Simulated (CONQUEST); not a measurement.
Worked example: self-consistent single point of Al (Fm-3m, 4 atoms in the cell; from Materials Project mp-134, changed as shown) in CONQUEST.

Method: LDA (PW92), numerical atomic orbitals double-zeta with polarisation (the shipped basis), PseudoDojo norm-conserving potentials made for LDA run with CONQUEST 1.3.

The change in words: volume scaled by 0.96. Reference geometry (Fm-3m):
```
CELL_PARAMETERS angstrom
      4.03893     0.00000     0.00000
      0.00000     4.03893     0.00000
      0.00000     0.00000     4.03893
ATOMIC_POSITIONS crystal
  Al 0.00000 0.00000 0.00000
  Al 0.00000 0.50000 0.50000
  Al 0.50000 0.00000 0.50000
  Al 0.50000 0.50000 0.00000
```

Reference input (self-consistent single point, DFT, LDA (PW92), numerical atomic orbitals double-zeta with polarisation (the shipped basis), PseudoDojo norm-conserving potentials made for LDA): basis = DZP; Diag.MPMeshX, Y, Z = 5 5 5; potentials = PseudoDojo norm-conserving LDA; Grid.GridCutoff = 70 Ha; DM.SolutionMethod = diagon; Diag.SmearingType = 1; Diag.kT = 0.007350 Ha; Diag.GammaCentred = true; Diag.MPOrder = 1; minE.SCTolerance = 1.0e-06; SC.MaxIters = 100; SC.LinearMixingFactor = 0.3. This run's input differs from it in these lines:

```diff
@@ -32,10 +32,10 @@
 # file: input.coords
-     7.632471537      0.000000000      0.000000000
-     0.000000000      7.632471537      0.000000000
-     0.000000000      0.000000000      7.632471537
+     7.529318946      0.000000000      0.000000000
+     0.000000000      7.529318946      0.000000000
+     0.000000000      0.000000000      7.529318946
 4
     0.000000000     0.000000000     0.000000000  1 T T T
-    0.000000000     3.816235768     3.816235768  1 T T T
-    3.816235768     0.000000000     3.816235768  1 T T T
-    3.816235768     3.816235768     0.000000000  1 T T T
+    0.000000000     3.764659473     3.764659473  1 T T T
+    3.764659473     0.000000000     3.764659473  1 T T T
+    3.764659473     3.764659473     0.000000000  1 T T T
```

The program printed (abridged):

```
    new_SC_potl: Starting.  Tolerance:  0.10000E-05

    PulayMixSC: Starting Pulay mixing, A_up =  0.300 A_dn =  0.300
    PulayMixSC: Spin non-polarised calculation.
    PulayMixSC: with Kerker preconditioning, q0 =  0.300
          Proc:     0 findFermi_fixspin: Warning! Diag.NElecLess >= total number of electrons for spin channel  1 setting it equal to number of electrons, but this is slow and you may want to change it to something smaller.
          Harris-Foulkes Energy            :        -9.434018894958673 Ha
          GroundState Energy (kT --> 0)    :        -9.434136699768974 Ha
   [... lines left out ...]
          Harris-Foulkes Energy            :        -9.432005520890911 Ha
          GroundState Energy (kT --> 0)    :        -9.432110427165787 Ha
          Free Energy (E-TS)               :        -9.432162880303226 Ha
          DFT Total Energy                 :        -9.432005520935817 Ha
          Total number of electrons        :        12.000101004406689
    PulayMixSC: Pulay iteration     9 residual:              0.33041E-06
    PulayMixSC: Reached SCF tolerance of  0.33041E-06 after      9 iterations
      | Number of electrons      =        12.000101
      |* band energy as 2Tr[K.H] =        -4.692014805903426 Ha
      |  screened ion-ion energy =        -4.659826982020785 Ha
      |  Ha correction           =         0.000301760473737 Ha
      |  XC correction           =        -0.080465506269938 Ha
      | GS Energy with kT -> 0   =        -9.432110427165787 Ha
      | Free Energy as E-TS      =        -9.432162880303226 Ha
      |* Harris-Foulkes energy   =        -9.432005520890911 Ha
      |* DFT total energy        =        -9.432005520935817 Ha
      |  estimated accuracy      =         0.000000000044906 Ha

    force: Forces on atoms (Ha/a0)
    force:  Atom   X              Y              Z
   [... lines left out ...]
    force: Maximum force :        0.00000000(Ha/a0) on atom         3 in z direction
   [... lines left out ...]
    force: Force Residual:        0.00000000 Ha/a0
    force: Total stress:         -1.13984127     0.00000000     0.00000000 GPa
                             0.00000000    -1.13984127     0.00000000
                             0.00000000     0.00000000    -1.13984127
    force: Average pressure:      1.13984127 GPa

    force: Finished force
    get_E_and_F: Change in energy during last step of electronic optimisation: -0.22637E-06
```

The run converged in 9 iterations. CONQUEST prints the stress tensor with tension positive. Against the reference run the free energy goes down by 2.9 meV/atom and the pressure goes from -2.42 to 1.14 GPa.

The program uses no crystal symmetry, so grid and mesh can part values that symmetry would make equal. The atom-centred basis is finite, which shifts total energies and pressures against plane waves. The structure comes from a collection of computed structures, made at another level of theory; the collection holds predicted forms beside known ones. No clean gap shows at this smearing width and mesh (spacing up to 0.32 Å⁻¹); the mesh is coarse for partly filled bands, so the values carry mesh errors.

Cost on one core: about 30 core-seconds (a rough figure).
